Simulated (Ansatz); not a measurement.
# Ga3SbN2: relaxation step by step

Recipe of this trial structure of Ga3SbN2: random cell by space group and Wyckoff sites (P6mm, No. 183). The dimensions are guesses.

```xyz
6
Lattice="5.8003 0.0000 0.0000 -2.9001 5.0232 0.0000 0.0000 0.0000 7.5785" Properties=species:S:1:pos:R:3 pbc="T T T"
Ga    2.9001    0.0000    2.0285
Ga   -1.4501    2.5116    2.0285
Ga    1.4501    2.5116    2.0285
Sb    0.0000    0.0000    4.5448
N     0.0000    3.3488    0.0691
N     2.9001    1.6744    0.0691
```

Theory: DFT PBE, scalar-relativistic, plane waves, PAW in Ansatz. Cutoff 420 eV, Gaussian smearing, Γ-centred meshes. Cell and atoms relax first on a coarse mesh and then on a finer one. In between, the cell is made exact in the group found at 0.06 Å. In metals the finer mesh still leaves noise of several meV/atom or more. The steps can't lower the symmetry of their start. No spin polarisation.

Steps on the 3×3×2 mesh (6 atoms, 17 steps). The free energy counts from the last step; some steps are skipped; the plane-wave basis is renewed at times, which shifts energy and pressure.

```csv
step,ΔF (meV/atom),V (Å³/atom),P (GPa),largest force component (eV/Å)
1,1535.9,36.80,-8.14,3.464
2,982.6,34.90,-8.99,4.929
3,461.3,33.50,-7.44,3.676
5,84.5,31.27,-1.51,1.644
6,31.3,30.80,-0.48,0.854
7,9.3,30.94,0.16,0.235
8,4.0,31.64,0.00,0.210
10,1.4,33.22,-0.32,0.114
11,1.1,33.47,0.02,0.042
12,1.1,33.71,0.01,0.032
13,1.0,35.05,-0.05,0.038
15,1.7,37.45,-0.01,0.061
16,0.8,36.64,0.06,0.010
17,0.0,36.64,0.10,0.009
```

Steps on the 6×6×4 mesh (6 atoms, 26 steps). The free energy counts from the last step; some steps are skipped; the plane-wave basis is renewed at times, which shifts energy and pressure.

| step | ΔF (meV/atom) | V (Å³/atom) | P (GPa) | largest force component (eV/Å) |
| --- | --- | --- | --- | --- |
| 1 | 121.3 | 36.64 | 0.07 | 0.023 |
| 4 | 120.6 | 35.94 | -0.09 | 0.018 |
| 7 | 118.3 | 33.14 | 0.02 | 0.002 |
| 9 | 116.2 | 30.46 | 0.15 | 0.026 |
| 12 | 109.0 | 25.11 | 0.35 | 0.101 |
| 15 | 41.2 | 20.23 | -0.01 | 0.355 |
| 18 | 2.4 | 17.90 | -0.60 | 0.135 |
| 20 | -1.1 | 17.48 | -0.73 | 0.046 |
| 23 | -2.5 | 17.05 | 0.00 | 0.003 |
| 26 | 0.0 | 16.94 | 0.03 | 0.003 |

Steps on the 6×6×12 mesh (6 atoms, 10 steps). The free energy counts from the last step; the plane-wave basis is renewed at times, which shifts energy and pressure.

| step | ΔF (meV/atom) | V (Å³/atom) | P (GPa) | largest force component (eV/Å) |
| --- | --- | --- | --- | --- |
| 1 | 12.5 | 16.94 | 0.38 | 0.164 |
| 2 | 3.0 | 16.59 | 0.91 | 0.202 |
| 3 | 2.3 | 16.56 | -0.58 | 0.086 |
| 4 | 0.9 | 16.58 | -0.34 | 0.061 |
| 5 | 0.3 | 16.47 | -0.36 | 0.026 |
| 6 | -0.7 | 16.04 | 0.58 | 0.045 |
| 7 | -0.8 | 16.14 | 0.01 | 0.001 |
| 8 | 0.0 | 16.14 | -0.04 | 0.001 |
| 9 | -0.1 | 16.10 | 0.00 | 0.001 |
| 10 | 0.0 | 16.10 | 0.00 | 0.001 |

The relaxed structure:

Space group P6mm (No. 183). a = 5.916 Å, b = 5.916 Å, c = 3.188 Å, α = 90.00°, β = 90.00°, γ = 120.00°
| atom | site | symmetry | x | y | z |
| --- | --- | --- | --- | --- | --- |
| Ga | 3c | 2mm | 0.5000 | 0.0000 | 0.3021 |
| Sb | 1a | 6mm | 0.0000 | 0.0000 | 0.5146 |
| N | 2b | 3m. | 0.3333 | 0.6667 | 0.0000 |

The symmetry stays P6mm (No. 183). The volume per atom shrinks by 56.2 %, from 36.8 to 16.1 Å³. The shortest distance goes from 2.58 Å (Ga–N) to 1.96 Å (Ga–N). The ratio c/a of the conventional cell changes by a factor of 0.41. The energy falls by about 1.7 eV/atom (the start's value is from the coarse mesh). Around Ga lie 2 N at 1.96 Å, 2 N at 2.80 Å, 4 Ga at 2.96 Å and 2 Sb at 3.03 Å; Sb has 6 Ga at 3.03 Å and 2 Sb at 3.19 Å; N is surrounded by 3 Ga at 1.96 Å.

| Property | Result |
| --- | --- |
| Volume per atom | 16.10 Å³ |
| Density | 6.17 g/cm³ |
| Energy over the elements | +0.34 eV/atom |
| Gap on the 6×6×12 mesh of the 6-atom cell | 0 eV (a metal) |

The zero of energy is the elements' standard structures at the same level (N₂ as a molecule); no fitted shifts are applied.

The last run used Gaussian smearing of 0.10 eV. These runs have no spin–orbit coupling, which can matter for Sb. Symmetry constrained the relaxation, so the result can be a saddle point. In all, the 5 runs took 31 min on 1 thread of AMD EPYC (Zen 3), on a shared host. Another cell of Ga3SbN2 relaxed alike, in P4/mmm, lies 13 meV/atom lower, so this cell isn't the stable form at this level.
